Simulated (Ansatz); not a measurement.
## Profile along the Cd–S line in CdS (wurtzite)

CdS (wurtzite)

```
CELL_PARAMETERS angstrom
      4.19659     0.00000     0.00000
     -2.09830     3.63436     0.00000
      0.00000     0.00000     6.83017
ATOMIC_POSITIONS crystal
  Cd 0.33333 0.66667 0.99917
  Cd 0.66667 0.33333 0.49917
  S  0.33333 0.66667 0.37563
  S  0.66667 0.33333 0.87563
```

Fields along a shortest Cd–S line of a (1 -1 0 0) plane (2.57 Å), from Cd to S, interpolated on the slice's grid (step about 0.3 Å). Computed with PBE (plane waves to 420 eV, PAW, scalar-relativistic; Ansatz, a first-principles code). k mesh 9×9×5. Inside the PAW spheres the values are not all-electron values, and peaks at nuclei hang on which shells count as valence. CdS was relaxed with its symmetry unable to fall. The PAW data are Ansatz's earlier set.

```json
[
 {"distance from Cd (Å)": "0.00", "valence electron density (e/Å³)": "26.70", "electron localisation function": "x", "density of the highest valence band (e/Å³)": "0.001", "density of the lowest conduction band (e/Å³)": "0.131"},
 {"distance from Cd (Å)": "0.13", "valence electron density (e/Å³)": "24.73", "electron localisation function": "x", "density of the highest valence band (e/Å³)": "0.005", "density of the lowest conduction band (e/Å³)": "0.114"},
 {"distance from Cd (Å)": "0.26", "valence electron density (e/Å³)": "19.93", "electron localisation function": "x", "density of the highest valence band (e/Å³)": "0.009", "density of the lowest conduction band (e/Å³)": "0.066"},
 {"distance from Cd (Å)": "0.39", "valence electron density (e/Å³)": "14.24", "electron localisation function": "x", "density of the highest valence band (e/Å³)": "0.011", "density of the lowest conduction band (e/Å³)": "0.025"},
 {"distance from Cd (Å)": "0.51", "valence electron density (e/Å³)": "8.86", "electron localisation function": "0.54", "density of the highest valence band (e/Å³)": "0.011", "density of the lowest conduction band (e/Å³)": "0.005"},
 {"distance from Cd (Å)": "0.64", "valence electron density (e/Å³)": "4.64", "electron localisation function": "0.39", "density of the highest valence band (e/Å³)": "0.008", "density of the lowest conduction band (e/Å³)": "0.006"},
 {"distance from Cd (Å)": "0.77", "valence electron density (e/Å³)": "2.16", "electron localisation function": "0.31", "density of the highest valence band (e/Å³)": "0.003", "density of the lowest conduction band (e/Å³)": "0.022"},
 {"distance from Cd (Å)": "0.90", "valence electron density (e/Å³)": "1.03", "electron localisation function": "0.23", "density of the highest valence band (e/Å³)": "0.002", "density of the lowest conduction band (e/Å³)": "0.033"},
 {"distance from Cd (Å)": "1.03", "valence electron density (e/Å³)": "0.57", "electron localisation function": "0.17", "density of the highest valence band (e/Å³)": "0.008", "density of the lowest conduction band (e/Å³)": "0.030"},
 {"distance from Cd (Å)": "1.16", "valence electron density (e/Å³)": "0.40", "electron localisation function": "0.18", "density of the highest valence band (e/Å³)": "0.020", "density of the lowest conduction band (e/Å³)": "0.020"},
 {"distance from Cd (Å)": "1.28", "valence electron density (e/Å³)": "0.38", "electron localisation function": "0.37", "density of the highest valence band (e/Å³)": "0.035", "density of the lowest conduction band (e/Å³)": "0.011"},
 {"distance from Cd (Å)": "1.41", "valence electron density (e/Å³)": "0.45", "electron localisation function": "0.62", "density of the highest valence band (e/Å³)": "0.055", "density of the lowest conduction band (e/Å³)": "0.006"},
 {"distance from Cd (Å)": "1.54", "valence electron density (e/Å³)": "0.59", "electron localisation function": "0.78", "density of the highest valence band (e/Å³)": "0.080", "density of the lowest conduction band (e/Å³)": "0.008"},
 {"distance from Cd (Å)": "1.67", "valence electron density (e/Å³)": "0.78", "electron localisation function": "0.87", "density of the highest valence band (e/Å³)": "0.111", "density of the lowest conduction band (e/Å³)": "0.018"},
 {"distance from Cd (Å)": "1.80", "valence electron density (e/Å³)": "0.98", "electron localisation function": "0.89", "density of the highest valence band (e/Å³)": "0.146", "density of the lowest conduction band (e/Å³)": "0.039"},
 {"distance from Cd (Å)": "1.93", "valence electron density (e/Å³)": "1.12", "electron localisation function": "0.85", "density of the highest valence band (e/Å³)": "0.174", "density of the lowest conduction band (e/Å³)": "0.063"},
 {"distance from Cd (Å)": "2.06", "valence electron density (e/Å³)": "1.18", "electron localisation function": "0.63", "density of the highest valence band (e/Å³)": "0.175", "density of the lowest conduction band (e/Å³)": "0.075"},
 {"distance from Cd (Å)": "2.18", "valence electron density (e/Å³)": "1.04", "electron localisation function": "x", "density of the highest valence band (e/Å³)": "0.142", "density of the lowest conduction band (e/Å³)": "0.071"},
 {"distance from Cd (Å)": "2.31", "valence electron density (e/Å³)": "0.50", "electron localisation function": "x", "density of the highest valence band (e/Å³)": "0.087", "density of the lowest conduction band (e/Å³)": "0.053"},
 {"distance from Cd (Å)": "2.44", "valence electron density (e/Å³)": "0.15", "electron localisation function": "x", "density of the highest valence band (e/Å³)": "0.028", "density of the lowest conduction band (e/Å³)": "0.030"},
 {"distance from Cd (Å)": "2.57", "valence electron density (e/Å³)": "0.07", "electron localisation function": "x", "density of the highest valence band (e/Å³)": "0.000", "density of the lowest conduction band (e/Å³)": "0.015"}
]
```

x: too close to a nucleus for the ELF to mean much. Band densities are of whole bands, smooth part only.

Density on the Cd–S line (2.57 Å) at its density minimum, 1.2 Å from Cd: 0.38 e/Å³. ELF at that point: 0.3. Element round which the density of the highest valence band (whole band, smooth part) is largest on this plane: S.
